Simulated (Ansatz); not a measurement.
# How far is PAW off for ScGa$_{3}$?

```
Sc Ga
1.0
     4.17690    0.00000    0.00000
     0.00000    4.17690    0.00000
     0.00000    0.00000    4.09500
Sc Ga
1 3
Direct
  0.00000 0.00000 0.00000
  0.00000 0.50000 0.50000
  0.50000 0.00000 0.50000
  0.50000 0.50000 0.00000
```

Atoms are numbered in the order listed.

The conventional cell has a = 4.177 Å, b = 4.177 Å, c = 4.095 Å, α = 90.00°, β = 90.00°, γ = 90.00°. Sc (atom 1) has 12 Ga at 2.92 to 2.95 Å as nearest neighbours. Ga (atom 2) has 4 Sc at 2.92 Å and 8 Ga at 2.92 to 2.95 Å as nearest neighbours. Around Ga (atom 4) lie 8 Ga at 2.92 Å and 4 Sc at 2.95 Å.

The geometry is COD entry 1523115, unchecked; take it as a test cell. The listed cell was then made from it by scaling, straining or moving an atom.

Levels of theory: DFT, LDA, PAW with Ansatz's default frozen-core files, scalar-relativistic (Ansatz 0.2.0); DFT, LDA, all-electron LAPW, scalar-relativistic (Ansatz 0.2.0).

For PAW: a Γ-centred 9×9×9 k mesh, Fermi–Dirac smearing of 0.05 eV, cutoff 420 eV, no spin polarisation; the PAW files were made with PBE, and the program remakes their frozen cores for this functional. LAPW targets a basis error of 1 meV/atom. The Ansatz runs share mesh, smearing and spin set-up. Plane-wave (PAW) pressures include the program's estimate of the Pulay term.

Stress and pressure are positive in compression.

The change that made this cell: equal xx and yy strain of +2 %.

PAW results:

```csv
quantity,PAW
pressure (GPa),-7.87
stress xx (GPa),-8.54
stress zz (GPa),-6.52
```

(1) What does all-electron LAPW give for the same quantities?

## Answers

(1) 
```json
{"quantity": "pressure (GPa)", "LAPW": "-7.84"}
{"quantity": "stress xx (GPa)", "LAPW": "-8.51"}
{"quantity": "stress zz (GPa)", "LAPW": "-6.49"}
```
